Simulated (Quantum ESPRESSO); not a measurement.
**Kohn-Sham bands of CsAsF6 (R-3)**

```
CELL_PARAMETERS angstrom
      3.85586     2.22618     2.62205
     -3.85586     2.22618     2.62205
      0.00000    -4.45236     2.62205
ATOMIC_POSITIONS crystal
  Cs 0.50000 0.50000 0.50000
  As 0.00000 0.00000 0.00000
  F  0.18959 0.27548 0.92234
  F  0.81041 0.72452 0.07766
  F  0.92234 0.18959 0.27548
  F  0.07766 0.81041 0.72452
  F  0.27548 0.92234 0.18959
  F  0.72452 0.07766 0.81041
```

Cell from Materials Project (mp-9820), symmetrised, no further relaxation. Not found in the COD (Crystallography Open Database) copy used; not checked further. Level: LDA, no spin polarisation, no spin-orbit coupling; pw.x of Quantum ESPRESSO at 68 Ry with PseudoDojo potentials, 4×4×4 k-points, Wannier90. Density: 6×6×6 mesh, cold smearing 0.01 Ry. Spin-orbit coupling is left out although heavy elements are present.

Problem. List the Kohn-Sham levels between −8 and 8.5 eV relative to the valence-band maximum at the high-symmetry points, as a band run of pw.x on that density gives them (levels within 2 meV counted together).

Solution. 
```
point  k (reciprocal lattice)                                                                                                                                       levels (eV)
-----  ----------------------  ------------------------------------------------------------------------------------------------------------------------------------------------
Γ           0.000 0.000 0.000                 -4.59 (×2), -4.49, -3.25, -3.13 (×2), -2.47 (×2), -2.21, -1.85 (×2), -0.91, -0.76 (×2), -0.74, -0.61 (×2), -0.26 (×2), 0.00, 5.51
L           0.500 0.000 0.000  -4.57, -4.50, -4.44, -3.57, -3.43, -3.23, -2.36, -2.01, -1.76, -1.65, -1.60, -1.31, -1.09, -0.99, -0.92, -0.76, -0.65, -0.14, -0.08, -0.02, 6.21
T          0.500 -0.500 0.500                -4.53, -4.37 (×2), -3.82, -3.59 (×2), -1.88 (×2), -1.65, -1.48 (×2), -1.36 (×2), -1.20, -0.83 (×2), -0.67, -0.18, -0.09 (×2), 6.33
P_0        0.398 -0.602 0.398                -4.55, -4.48 (×2), -3.65, -3.45 (×2), -2.08, -1.96 (×2), -1.59 (×2), -1.20 (×2), -0.89, -0.84 (×2), -0.70, -0.15, -0.09 (×2), 6.33
P_2         0.398 0.398 0.398                -4.55, -4.48 (×2), -3.65, -3.45 (×2), -2.08, -1.96 (×2), -1.59 (×2), -1.20 (×2), -0.89, -0.84 (×2), -0.70, -0.15, -0.09 (×2), 6.33
F          0.500 -0.500 0.000  -4.82, -4.69, -4.39, -3.45, -3.05, -2.85, -2.42, -2.35, -2.07, -1.86, -1.76, -1.16, -0.94, -0.84, -0.81, -0.70, -0.64, -0.21, -0.10, -0.07, 6.19
```
